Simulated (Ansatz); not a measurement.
Rh (P6_3/mmc), random displacements

Theory: Ansatz 0.2.0, DFT LDA, scalar-relativistic, plane waves, PAW. Settings: plane waves to 420 eV, k-mesh 6×6×6 (Γ-centred), Gaussian smearing 0.15 eV. The mesh is coarse. No spin polarisation. Energies are free energies at this smearing, counted from the undisturbed cell; pressure is positive in compression.

The undisturbed cell (as given, not relaxed at this level; this form isn't the usual structure):

```
Rh
1.0
     2.73098    0.00000   -4.42849
     2.73098    0.00000    4.42849
    -2.73098   -4.73019    0.00000
Rh
8
Direct
  0.79167 0.54167 0.33333
  0.29167 0.04167 0.33333
  0.79167 0.54167 0.83333
  0.29167 0.04167 0.83333
  0.70833 0.95833 0.16667
  0.20833 0.45833 0.16667
  0.70833 0.95833 0.66667
  0.20833 0.45833 0.66667
```

After a displacement of all atoms with no net shift and a strain of the cell, the run gives ΔE = 8.5 meV/atom; stress (xx, yy, zz, yz, xz, xy; compression positive) (-10.86, -9.71, -12.43, -1.08, 0.82, -4.25) GPa.

| atom | Fx (eV/Å) | Fy | Fz |
| --- | --- | --- | --- |
| Rh1 | -0.272 | -0.858 | 0.378 |
| Rh2 | -0.290 | 0.150 | 0.544 |
| Rh3 | 1.050 | -0.099 | 0.742 |
| Rh4 | -0.719 | 0.771 | 0.299 |
| Rh5 | 0.479 | 0.115 | -0.351 |
| Rh6 | 0.141 | -1.362 | -0.364 |
| Rh7 | -1.000 | 1.246 | -0.535 |
| Rh8 | 0.611 | 0.037 | -0.714 |

(1) Which displacements (Å, in the unstrained cell) and strain were applied?

Answers

(1)
```
atom ux uy uz
 Rh1   0.05   0.06  -0.03
 Rh2   0.03  -0.02  -0.03
 Rh3  -0.08   0.01  -0.01
 Rh4   0.06  -0.05  -0.03
 Rh5  -0.05  -0.02   0.01
 Rh6   0.00   0.08   0.02
 Rh7   0.04  -0.08   0.00
 Rh8  -0.06   0.02   0.08
```
Strain (Voigt, engineering shear): (-0.0066, -0.0101, -0.0094, 0.0171, -0.0131, 0.0267).

Cost: 1 run of about 2.9 core-minutes, on AMD EPYC (Zen 3) (shared hosts).